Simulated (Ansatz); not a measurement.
Ag (space group P6_3/mmc)

```yaml
crystal:
  lattice:
    - [2.85818, 0.00000, 0.00000]
    - [-1.42909, 2.47526, 0.00000]
    - [0.00000, 0.00000, 9.42135]
  atoms:
    - { symbol: Ag, position: [0.00000, 0.00000, 0.00000] }
    - { symbol: Ag, position: [0.00000, 0.00000, 0.50000] }
    - { symbol: Ag, position: [0.33333, 0.66667, 0.25000] }
    - { symbol: Ag, position: [0.66667, 0.33333, 0.75000] }
```

The volume is varied about the relaxed value V₀ at fixed cell shape. Symmetry pins the atoms to their sites.

Calculation: PBEsol (plane waves to 420 eV, PAW, scalar-relativistic; Ansatz, an electronic-structure program). k mesh 19×19×5 (Γ-centred), Fermi-Dirac smearing 0.05 eV. Stress and pressure are positive under compression. Ag was relaxed with its symmetry unable to fall. This is one of several known forms of Ag; the measured ambient cells at hand have space group No. 225.

At one point of the scan the stress tensor (GPa) is:

```
  -11.5      0.0      0.0
    0.0    -11.5      0.0
    0.0      0.0    -11.4
```

Question: Which point is it?
A. V/V₀ = 1.040
B. V/V₀ = 1.080
C. V/V₀ = 1.120
D. V/V₀ = 1.160

Answer: D, V/V₀ = 1.160

(Under strain, the slope of the energy per volume gives the stress and its curvature an elastic modulus.)
